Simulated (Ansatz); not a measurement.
A geometry of P₂Pd away from equilibrium: step 2 of the relaxation of a relaxed P2Pd cell stretched uniformly to 130 % of its volume. Computed with r2SCAN (plane waves to 500 eV, PAW, scalar-relativistic; Ansatz, a quantum-chemistry and plane-wave program). Γ-centred k-mesh 5×5×4 on the run's cell (coarser than for final values), Fermi–Dirac smearing 0.05 eV. The plane waves were selected for a different cell earlier on the path.

```
CELL_PARAMETERS angstrom
      3.62451    -3.04591     0.03111
      3.62451     3.04591     0.03111
     -3.20654     0.00000     5.20317
ATOMIC_POSITIONS crystal
  P  0.06173 0.30718 0.33244
  P  0.93827 0.69282 0.66756
  P  0.69282 0.93827 0.16756
  P  0.30718 0.06173 0.83244
  Pd 0.50000 0.00000 0.50000
  Pd 0.00000 0.50000 0.00000
```

### Question
What forces act on the atoms (eV/Å)?

### Answer
| atom | Fx | Fy | Fz |
|---|---|---|---|
| P1 | -0.32 | 0.12 | 0.01 |
| P2 | 0.32 | -0.12 | -0.01 |
| P3 | 0.32 | 0.12 | -0.01 |
| P4 | -0.32 | -0.12 | 0.01 |
| Pd5 | 0.00 | 0.00 | 0.00 |
| Pd6 | 0.00 | 0.00 | 0.00 |

The path ends in C2/c (No. 15). No spin polarisation in the result.

The run could not lose the symmetry of its start.

The cell that was disturbed is our relaxation of an entry of Materials Project.
